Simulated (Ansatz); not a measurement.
GaSb (CsCl type, Pm-3m) under volume change, PBE (plane waves, PAW; program Ansatz), scaled uniformly.

```tsv
V (Å³/atom)	E − E(relaxed) (meV/atom)	P (GPa)
21.491	32.8	5.71
22.199	13.0	3.30
22.908	?	?
23.616	0.0	0.00
24.325	2.6	-1.18
25.033	10.4	-2.35
25.742	?	?
```

Some entries are withheld; supply them.


- 25.742, E − E(relaxed) (meV/atom): 23.1
- 25.742, P (GPa): -3.36
- 22.908, E − E(relaxed) (meV/atom): 2.9
- 22.908, P (GPa): 1.38

What does a third-order Birch–Murnaghan fit give for V₀, B₀ and B′?

V₀ = 23.59 Å³/atom, B₀ = 47.1 GPa, B′ = 5.3.

A made-up cell: these elements were put on the sites of a structure type; neither database checked (COD, Materials Project) lists it. It is not the phase usual at ambient conditions (space group No. 216). Symmetry was held in the PBE relaxation; whether a distortion lowers the energy is not shown. Spin–orbit coupling is left out wherever it is not named.

Potentials: the earlier of the program's two PAW sets.
